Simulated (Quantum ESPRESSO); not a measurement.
Band energies of CsH

```
CELL_PARAMETERS angstrom
      3.81841     0.00000     0.00000
      0.00000     3.81841     0.00000
      0.00000     0.00000     3.81841
ATOMIC_POSITIONS crystal
  H  0.50000 0.50000 0.50000
  Cs 0.00000 0.00000 0.00000
```

LDA (pw.x of Quantum ESPRESSO, ONCV potentials, no spin-orbit coupling); path ΓXMΓRX,MR; energies in eV from the valence-band maximum.

| k (1/Å) | point | band 1 | band 2 | band 3 | band 4 | band 5 | band 6 | band 7 | band 8 |
|---|---|---|---|---|---|---|---|---|---|
| 0.00 | Γ | -21.92 | -7.91 | -7.91 | -7.91 | -2.11 | 3.11 | 3.11 | 6.97 |
| 0.35 |  | -21.86 | -8.60 | -7.85 | -7.85 | -1.47 | 3.37 | 3.61 | 6.38 |
| 0.71 |  | -21.77 | -9.41 | -7.76 | -7.76 | -0.39 | 2.47 | 3.85 | 6.01 |
| 0.82 | X | -21.76 | -9.47 | -7.75 | -7.75 | -0.26 | 2.30 | 3.91 | 5.92 |
| 1.06 |  | -21.74 | -9.42 | -8.06 | -7.73 | -0.45 | 2.73 | 4.35 | 5.52 |
| 1.41 |  | -21.64 | -9.22 | -8.92 | -7.64 | -1.10 | 3.79 | 5.53 | 6.25 |
| 1.65 | M | -21.61 | -9.15 | -9.15 | -7.61 | -1.31 | 4.14 | 6.24 | 6.43 |
| 1.86 |  | -21.64 | -9.10 | -9.07 | -7.63 | -1.15 | 3.83 | 5.73 | 6.32 |
| 2.17 |  | -21.75 | -8.79 | -8.68 | -7.74 | -0.88 | 3.31 | 5.31 | 5.64 |
| 2.49 |  | -21.87 | -8.24 | -8.16 | -7.86 | -1.57 | 3.41 | 3.78 | 5.87 |
| 2.81 | Γ | -21.92 | -7.91 | -7.91 | -7.91 | -2.11 | 3.11 | 3.11 | 6.97 |
| 3.11 |  | -21.87 | -8.14 | -8.06 | -8.06 | -1.60 | 3.59 | 3.59 | 5.88 |
| 3.52 |  | -21.69 | -8.62 | -8.49 | -8.49 | -0.77 | 4.46 | 4.46 | 5.72 |
| 3.83 |  | -21.55 | -8.83 | -8.77 | -8.77 | -0.60 | 3.23 | 3.23 | 4.74 |
| 4.13 |  | -21.48 | -8.91 | -8.91 | -8.91 | -0.09 | 2.54 | 2.54 | 2.69 |
| 4.23 | R | -21.47 | -8.92 | -8.92 | -8.92 | 0.00 | 2.49 | 2.49 | 2.49 |
| 4.43 |  | -21.49 | -8.95 | -8.86 | -8.85 | -0.26 | 2.62 | 2.75 | 3.11 |
| 4.72 |  | -21.58 | -9.11 | -8.58 | -8.53 | -0.71 | 3.27 | 3.88 | 5.29 |
| 5.11 |  | -21.72 | -9.39 | -7.99 | -7.95 | -0.49 | 3.04 | 4.52 | 4.90 |
| 5.40 | X | -21.76 | -9.47 | -7.75 | -7.75 | -0.26 | 2.30 | 3.91 | 5.92 |
| 5.40 | M | -21.61 | -9.15 | -9.15 | -7.61 | -1.31 | 4.14 | 6.24 | 6.43 |
| 5.58 |  | -21.60 | -9.13 | -9.13 | -7.78 | -1.21 | 4.63 | 5.13 | 5.13 |
| 5.85 |  | -21.53 | -9.02 | -9.02 | -8.42 | -0.71 | 3.41 | 3.41 | 3.94 |
| 6.22 | R | -21.47 | -8.92 | -8.92 | -8.92 | 0.00 | 2.49 | 2.49 | 2.49 |

The LDA gap is indirect, 2.30 eV, from R to X; the smallest direct gap is 2.49 eV.

Geometry of the Materials Project entry, not relaxed at this level.

The structure is a Materials Project entry; no match was found in the copy of COD used, and its stability was not checked.
